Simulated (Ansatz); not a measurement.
Level of theory: DFT PBE, scalar-relativistic, plane waves, PAW (Ansatz 0.2.0). Settings: cutoff 420 eV, Γ-centred meshes spaced at most about 0.3 Å⁻¹, and about 0.25 Å⁻¹ or finer for metals (2π included), Gaussian smearing. No spin polarisation in the final relaxations.

Temperature and zero-point effects are left out.

Compare these two cells of Ta4W, each relaxed at this level.

A.

```xyz
5
Lattice="-1.6395 1.6395 8.2702 1.6395 -1.6395 8.2702 1.6395 1.6395 -8.2702" Properties=species:S:1:pos:R:3 pbc="T T T"
Ta    0.0000    0.0000    9.8612
Ta    0.0000    0.0000    3.3014
Ta    0.0000    0.0000   13.2390
Ta    0.0000    0.0000    6.6792
W     0.0000    0.0000    0.0000
```

B.

```xyz
5
Lattice="2.3231 1.3412 4.7545 -2.3231 1.3412 4.7545 0.0000 -2.6824 4.7545" Properties=species:S:1:pos:R:3 pbc="T T T"
Ta    0.0000    0.0000   12.8018
Ta    0.0000    0.0000    1.4618
Ta    0.0000    0.0000    9.9219
Ta    0.0000    0.0000    4.3417
W     0.0000    0.0000    7.1318
```

Problem. Which is lower in energy, and by how much?

Solution. B is lower, by 8 meV/atom. A has Ta and W ordered on bcc sites, space group I4/mmm (No. 139), 17.8 Å³/atom and no gap on its mesh; B has Ta and W ordered on bcc sites, space group R-3m (No. 166), 17.8 Å³/atom and no gap. Counting all near atoms (those within 1.25 times the shortest distance at each site; a plus sign parts nearer from farther groups), A and B both have Ta 8+6, W 8+6. Both come from invented guesses.

For metals, differences of a few meV/atom aren't resolved. These runs have no spin–orbit coupling, which can matter for Ta and W. Cells relaxed within their symmetry can be saddle points.
